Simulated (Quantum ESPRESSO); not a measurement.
# Strain and stress in Zn3FO2Cl

These are calculations, not measurements. They come from pw.x of Quantum ESPRESSO 7.5, a plane-wave density functional program, with PseudoDojo standard norm-conserving files (v0.5 for PBE, v0.4.1 for LDA and PBEsol). The cells are made up: elements, strain and atom displacements were drawn at random, and nothing was relaxed. There is no spin polarisation, spin-orbit coupling or dispersion term.

The cell has 8 sites of a rocksalt lattice. Sites 1 to 4 hold Zn Zn Zn empty; sites 5 to 8 hold F O Cl O. Cell vectors in Å: (4.408, 0.000, 0.000); (0.000, 4.408, 0.000); (0.000, 0.000, 4.421). Settings: PBE, cutoff 1143 eV, 6 x 6 x 6 k mesh shifted by half a step, Fermi-Dirac smearing of 0.1 eV.

Each run adds a strain along z to one cell, with the atoms carried along; the vectors above are those of run 4. Stress is positive in tension and P is minus a third of its trace. E is the free energy for each atom above the lowest run shown.

```
run,strain (%),s_xx (GPa),s_yy (GPa),s_zz (GPa),s_xy (GPa),P (GPa),E (meV/atom)
1,-1.99,-18.38,0.72,-22.91,0.00,13.52,49.95
2,-1.36,-17.78,1.09,-20.84,0.00,12.51,39.39
4,0.29,-16.30,1.98,-16.01,0.00,10.11,16.25
5,0.59,-16.05,2.13,-15.22,-0.01,9.71,12.66
6,1.20,-15.53,2.43,-13.66,-0.01,8.92,5.93
7,1.80,-15.05,2.71,-12.23,-0.01,8.19,0.00
3,-0.59,?,?,?,?,?,?
```

A rerun of one of these cells at 1437 eV and k mesh 8 x 8 x 8 moved values by no more than 0.004 eV in the cell's energy, 0.05 GPa in stress and 0.003 eV/Å in force.

## Worked fit

A parabola through the six runs shown gives s_zz = -16.81 + 2.79 e - 0.137 e² GPa, with e in per cent and a scatter of 0.02 GPa. The slope is a stiffness of 279 ± 2 GPa for each unit of this strain at e = 0. The atoms are clamped, and relaxing them would in general lower it. The error is the larger of the fit's own and the change that a cubic makes, rounded up.

## Withheld run

Question: what s_zz should run 3 give?

The fit gives -18.50 GPa. The calculation gave -18.49 GPa.

```
run  strain (%)  s_xx (GPa)  s_yy (GPa)  s_zz (GPa)  s_xy (GPa)  P (GPa)  E (meV/atom)
  3       -0.59      -17.08        1.52      -18.49        0.00    11.35         27.84
```